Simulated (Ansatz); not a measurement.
LaB6:
```yaml
crystal:
  lattice:
    - [4.09832, 0.00000, 0.00000]
    - [0.00000, 4.09832, 0.00000]
    - [0.00000, 0.00000, 4.09832]
  atoms:
    - { symbol: La, position: [0.00000, 0.00000, 0.00000] }
    - { symbol: B, position: [0.19991, 0.50000, 0.50000] }
    - { symbol: B, position: [0.50000, 0.19991, 0.50000] }
    - { symbol: B, position: [0.80009, 0.50000, 0.50000] }
    - { symbol: B, position: [0.50000, 0.80009, 0.50000] }
    - { symbol: B, position: [0.50000, 0.50000, 0.19991] }
    - { symbol: B, position: [0.50000, 0.50000, 0.80009] }
```

Relaxed with LDA.

**Question.** Decompose the optical modes at the zone centre into irreducible representations, and say which are infrared and Raman allowed.

**Answer.** Point group m-3m: Γ_opt = A1g + Eg + T1g + 2T1u + T2g + T2u. Infrared: T1u. Raman: A1g, Eg, T2g.

**Question.** Assign frequencies (DFPT, plane-wave PAW LDA (Ansatz code)).

**Answer.** T1u 193, T2u 530, T1g 576, T2g 717, T1u 872, Eg 1152, A1g 1305 cm⁻¹.

Space group Pm-3m. The LDA relaxation kept the symmetry of its start; of distortions, only those at the zone centre were tested. As this level gives no gap, phonon frequencies hold no LO–TO term and depend on the k-mesh and smearing (Fermi–Dirac, 0.1 eV here). Scalar-relativistic: spin–orbit coupling is off unless named, which matters more the heavier the elements.

Potentials: the later of the program's two PAW sets.
